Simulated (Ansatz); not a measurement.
Consider a crystal of Mo₃P₅ in space group Pm-3m (No. 221), with Mo on 3d; P on 3c, 1b and 1a.

These are results of DFT PBE, scalar-relativistic, plane waves, PAW in Ansatz, not measurements. Cutoff 420 eV, Γ-centred mesh, Gaussian smearing, no spin polarisation.

Energies over the elements count from the elements' standard structures at the same level, with no fitted energy shifts. The references include black phosphorus.

Question: Predict the relaxed structure.

Answer:

Space group Pm-3m (No. 221). a = 4.950 Å, b = 4.950 Å, c = 4.950 Å, α = 90.00°, β = 90.00°, γ = 90.00°
```tsv
atom	site	symmetry	x	y	z
Mo	3d	4/mm.m	0.5000	0.0000	0.0000
P	3c	4/mm.m	0.0000	0.5000	0.5000
P	1b	m-3m	0.5000	0.5000	0.5000
P	1a	m-3m	0.0000	0.0000	0.0000
```

Around Mo lie 6 P at 2.47 Å; P on a site of symmetry 4/mmm is surrounded by 2 P at 2.47 Å and 4 Mo at 2.47 Å; P on a site of symmetry m-3m is surrounded by 6 P at 2.47 Å; P on a second site of symmetry m-3m is surrounded by 6 Mo at 2.47 Å.

Question: Where does its energy lie, and is it a metal?

Answer: The formation energy is +0.08 eV/atom and the gap on the 8×8×8 mesh of the 8-atom cell is 0 eV (a metal). A positive value: parting into the elements would lower its energy.

The last run used Gaussian smearing of 0.10 eV. The reference form of P is held partly by dispersion forces, which this level lacks. A structure relaxed within its symmetry needn't be a true minimum.
